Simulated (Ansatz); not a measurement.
Cs2RbInF6 in space group Fm-3m (No. 225; Cs on 8c, Rb on 4b, In on 4a, F on 24e), r²SCAN in the plane-wave PAW code Ansatz. The conduction-band minimum lies at Γ, with 1 equivalent valley. Second derivatives d²E/dk² of the lowest band at one valley (eV·Å²), along Cartesian directions:

```json
[
 {"direction": "[100]", "d²E/dk²": "15.17"},
 {"direction": "[010]", "d²E/dk²": "15.17"},
 {"direction": "[001]", "d²E/dk²": "15.17"},
 {"direction": "[110]", "d²E/dk²": "15.17"},
 {"direction": "[101]", "d²E/dk²": "15.17"},
 {"direction": "[011]", "d²E/dk²": "15.17"}
]
```

### Question
Find the principal effective masses, the density-of-states mass and the conductivity mass.

### Answer
Off-diagonal terms follow from H_xy = H[110] − (H_xx + H_yy)/2, and m*/mₑ = 7.620 eV·Å² over each eigenvalue: 0.50, 0.50, 0.50. One valley's DOS mass (m₁m₂m₃)^(1/3) = 0.50, conductivity mass 3/(Σ 1/mᵢ) = 0.50 mₑ.

### Question
What effective density of states Nc follows at 300 K for parabolic valleys?

### Answer
Nc = 2.509e19 × 1 × (0.50)^(3/2) ≈ 8.9e18 cm⁻³.

The first step of the workflow began from a Materials Project structure, measured or hypothetical; the Crystallography Open Database copy checked does not list it. Its standing as an ambient phase is unchecked. The r²SCAN relaxation kept the symmetry of its start; whether a distortion lowers the energy is not shown. Scalar-relativistic: spin–orbit coupling is off unless named, which matters more the heavier the elements.

Potentials: the later of the program's two PAW sets.

Edges and masses are those of Kohn–Sham bands, whose gap is no quasiparticle gap.
